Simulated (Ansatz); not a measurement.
**Question.** Each is relaxed and computed with DFT-LDA in the program Ansatz with PAW potentials. Which alone has an imaginary phonon mode on a q-mesh?
A. KMgF3, cubic perovskite
B. NaMgF3, cubic perovskite
C. NaF, rock salt
D. KMgH3, cubic perovskite

**Answer.** B, NaMgF3, cubic perovskite. NaMgF3: gap 6.06 eV (indirect), lowest mode -139 cm⁻¹; KMgF3: gap 7.44 eV (indirect), lowest mode 0 cm⁻¹; KMgH3: gap 2.34 eV (indirect), lowest mode 0 cm⁻¹; NaF: gap 6.46 eV (direct), lowest mode 0 cm⁻¹. Standing as an ambient phase not checked: NaMgF3, cubic perovskite; KMgH3, cubic perovskite. Unstable at this level: NaMgF3, cubic perovskite. All cells were relaxed under the symmetry of their starts (and spin orders); stability against distortions was not tested throughout.

Potentials: the later of the program's two PAW sets.
